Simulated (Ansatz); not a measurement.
YSiO:
```cif
data_O2Si2Y2
_chemical_formula_sum 'Y2 Si2 O2'
_space_group_name_H-M_alt 'P4/nmm :1'
_space_group_IT_number 129
_space_group_name_Hall 'P 4ab 2ab -1ab'
_cell_length_a 3.34886
_cell_length_b 3.34886
_cell_length_c 7.96879
_cell_angle_alpha 90.000
_cell_angle_beta 90.000
_cell_angle_gamma 90.000
loop_
_space_group_symop_operation_xyz
  'x, y, z'
  '-y+1/2, x+1/2, z'
  '-x, -y, z'
  'y+1/2, -x+1/2, z'
  'x+1/2, -y+1/2, -z'
  '-y, -x, -z'
  '-x+1/2, y+1/2, -z'
  'y, x, -z'
  '-x+1/2, -y+1/2, -z'
  'y, -x, -z'
  'x+1/2, y+1/2, -z'
  '-y, x, -z'
  '-x, y, z'
  'y+1/2, x+1/2, z'
  'x, -y, z'
  '-y+1/2, -x+1/2, z'
loop_
_atom_site_label
_atom_site_type_symbol
_atom_site_symmetry_multiplicity
_atom_site_Wyckoff_symbol
_atom_site_fract_x
_atom_site_fract_y
_atom_site_fract_z
_atom_site_occupancy
Y1 Y 2 c 0.50000 0.00000 0.32777 1
Si1 Si 2 a 0.00000 0.00000 0.00000 1
O1 O 2 c 0.00000 0.50000 0.38699 1
```

Relaxed with PBEsol.

Q: Decompose the optical modes at the zone centre into irreducible representations, and say which are infrared and Raman allowed.

A: Point group 4/mmm: Γ_opt = 2A1g + 2A2u + B1g + 3Eg + 2Eu. Infrared: A2u, Eu. Raman: A1g, B1g, Eg.

Q: Assign frequencies (DFPT, plane-wave PAW PBEsol (Ansatz code)).

A: Eg 124, Eu 126, B1g 129, A1g 228, A2u 234, Eu 247, Eg 331, A2u 405, A1g 434, Eg 455 cm⁻¹.

Subscripts of B labels follow the axes of the standard setting.

The start of the workflow was typed in or built on a structure type; neither database checked (COD, Materials Project) lists it. Whether it is the stable phase at ambient conditions was not checked. The cell was relaxed with PBEsol under the symmetry of its start; whether a distortion lowers the energy is not shown. The run is not spin-polarised. As this level gives no gap, phonon frequencies hold no LO–TO term and depend on the k-mesh and smearing (Fermi–Dirac, 0.1 eV here).

Potentials: the earlier of the program's two PAW sets. The files were generated under PBE; for other functionals the program regenerates the frozen cores, and for LDA and PBEsol the local potential too.
